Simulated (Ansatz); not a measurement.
WO3:
```
WO3
1.0
    5.24918     0.00000     0.00000
    0.00000     5.24918     0.00000
    0.00000     0.00000     7.87004
W O
4 12
Direct
  0.00000   0.50000   0.21702
  0.50000   0.00000   0.28298
  0.50000   0.00000   0.78298
  0.00000   0.50000   0.71702
  0.28988   0.28988   0.75000
  0.21012   0.78988   0.75000
  0.71012   0.71012   0.75000
  0.78988   0.21012   0.75000
  0.21012   0.21012   0.25000
  0.28988   0.71012   0.25000
  0.78988   0.78988   0.25000
  0.71012   0.28988   0.25000
  0.00000   0.50000   0.99410
  0.50000   0.00000   0.50590
  0.50000   0.00000   0.00590
  0.00000   0.50000   0.49410
```

Relaxed with PBEsol.

Problem. Map the electron localisation function on the plane through (0.000, 0.500, 0.217) spanned by u = [0, 0, 1] and v = [1, 1, 0] in lattice vectors, from PBEsol in the plane-wave PAW code Ansatz.

Solution. x is the fraction of u, y of v (the angle between them is 90°; rows are the nearest grid lines); atoms in the plane: W at (0.00, 0.00), W at (0.07, 0.50), W at (0.57, 0.50), W at (0.50, 0.00), O at (0.78, 0.00), O at (0.29, 0.50), O at (0.79, 0.50), O at (0.28, 0.00).
```
| .#@*.-@@%=:+%#-+#-  =%%-.*@@*--#%+-**. |
|##%#=.:#@@%%@@#-=#%##%%*:.+@@@%%@@+-*%%#|
|%#*=...+%@@@@@*::*%%%#*-..-#@@@@@%=:=#%%|
|:----:  .=***+:...::----:. .-+**+-:...::|
|#%%%#=.  .:-:...:-+*#%%#*-   .--:...:=*#|
|@%%@@%*:       :+%@@%%%@@#=.      .=#@@@|
|%##@@%*-       :*%@@##%@@%+.      .=#@@%|
|@@@@@%+:       .=#@@@@@@@*-.       :*%@@|
|**+=-:...-=+=:. .-+**+=-:...:-++-.  .=+*|
|:::::...-*#%#*-. .:::::::..:+#%%#+:  .::|
|#%%%%#=-#@@@@@@*:.:*%%%%%+:=%@@@@@%=..=#|
|%+  =#+-#%*-=%@@-.+@#: .*#-+%#=-#@@#.-%%|
|%+  =#+-#%*-=%@@-.+@#: .*#-+%#=-#@@#.-%%|
|#%%%%#=-#@@@@@@*:.:*%%%%%+:=%@@@@@%=..=#|
|:::::...-*#%#*-. .:::::::..:+#%%#+:  .::|
|**+=-:...-=+=:. .-+**+=-:...:-++-.  .=+*|
|@@@@@%+:       .=#@@@@@@@*-.       :*%@@|
|%##@@%*-       :*%@@##%@@%+.      .=#@@%|
|@%%@@%*:       :+%@@%%%@@#=.      .=#@@@|
|#%%%#=.  .:-:...:-+*#%%#*-   .--:...:=*#|
|:----:  .=***+:...::----:. .-+**+-:...::|
|%#*=...+%@@@@@*::*%%%#*-..-#@@@@@%=:=#%%|
|##%#=.:#@@%%@@#-=#%##%%*:.+@@@%%@@+-*%%#|
| .#@*.-@@%=:+%#-+#-  =%%-.*@@*--#%+-**. |
```
Scale: ten equal steps from 0.007 (start of ' ') to 0.856 (end of '@'), in the order ' .:-=+*#%@'; x runs from 0.000 to 1.00, y from 0.000 (bottom) to 1.00 (top).

The density is the valence pseudo-density with augmentation charge, so density and ELF within about 1 Å of a nucleus are not all-electron values.

Space group P4/ncc. The workflow started from a Materials Project entry (that database holds measured and hypothetical structures alike); the Crystallography Open Database files this formula in space group No. 130, but the cells were not matched. Whether it is the stable phase at ambient conditions was not checked. The PBEsol relaxation kept the symmetry of its start; whether a distortion lowers the energy is not shown. The run is not spin-polarised. No Hubbard U is applied. Scalar-relativistic: spin–orbit coupling is off unless named, which matters more the heavier the elements.

Potentials: the later of the program's two PAW sets.
